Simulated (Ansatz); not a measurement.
ZnO:
```
CELL_PARAMETERS angstrom
      2.97724     0.00000     0.00000
     -1.48862     2.57836     0.00000
      0.00000     0.00000     5.12606
ATOMIC_POSITIONS crystal
  Zn 0.00000 0.00000 0.00000
  Zn 0.00000 0.00000 0.50000
  O  0.33333 0.66667 0.25000
  O  0.66667 0.33333 0.75000
```

Relaxed with r²SCAN.

Question: Map the electron localisation function on the plane through (0.000, 0.000, 0.000) spanned by u = [0, 0, 1] and v = [1, -1, 0] in lattice vectors, from plane-wave PAW r²SCAN (Ansatz code).

Answer: x is the fraction of u, y of v (the angle between them is 90°; rows are the nearest grid lines); atoms in the plane: Zn at (0.00, 0.00), Zn at (0.50, 0.00), O at (0.25, 0.33), O at (0.75, 0.67).
```
y \ x   0.000  0.0769  0.192  0.269  0.346  0.462  0.538  0.654  0.731  0.808  0.923   1.00
------  -----  ------  -----  -----  -----  -----  -----  -----  -----  -----  -----  -----
1.00    0.000   0.004  0.123  0.103  0.127  0.000  0.000  0.127  0.103  0.123  0.004  0.000
0.923   0.004   0.039  0.103  0.101  0.129  0.010  0.009  0.124  0.130  0.107  0.038  0.004
0.846   0.125   0.130  0.078  0.076  0.086  0.130  0.123  0.209  0.584  0.436  0.118  0.125
0.769   0.089   0.071  0.048  0.043  0.055  0.077  0.141  0.788  0.816  0.822  0.323  0.089
0.692   0.156   0.042  0.024  0.022  0.027  0.069  0.380  0.792  0.392  0.641  0.649  0.156
0.615   0.136   0.046  0.039  0.039  0.039  0.066  0.335  0.805  0.583  0.725  0.611  0.136
0.538   0.080   0.092  0.368  0.422  0.268  0.070  0.146  0.723  0.798  0.783  0.326  0.080
0.462   0.080   0.326  0.783  0.798  0.723  0.146  0.070  0.268  0.422  0.368  0.092  0.080
0.385   0.136   0.611  0.725  0.583  0.805  0.335  0.066  0.039  0.039  0.039  0.046  0.136
0.308   0.156   0.649  0.641  0.392  0.792  0.380  0.069  0.027  0.022  0.024  0.042  0.156
0.231   0.089   0.323  0.822  0.816  0.788  0.141  0.077  0.055  0.043  0.048  0.071  0.089
0.154   0.125   0.118  0.436  0.584  0.209  0.123  0.130  0.086  0.076  0.078  0.130  0.125
0.0769  0.004   0.038  0.107  0.130  0.124  0.009  0.010  0.129  0.101  0.103  0.039  0.004
0.000   0.000   0.004  0.123  0.103  0.127  0.000  0.000  0.127  0.103  0.123  0.004  0.000
```

The density is the valence pseudo-density with augmentation charge, so density and ELF within about 1 Å of a nucleus are not all-electron values.

Space group P6_3/mmc (NiAs type). The start of the workflow was typed in or built on a structure type; the Crystallography Open Database copy checked does not list it. It is not the phase usual at ambient conditions (space group No. 186). Symmetry was held in the r²SCAN relaxation; its stability against distortions is not shown here.

Potentials: the earlier of the program's two PAW sets.
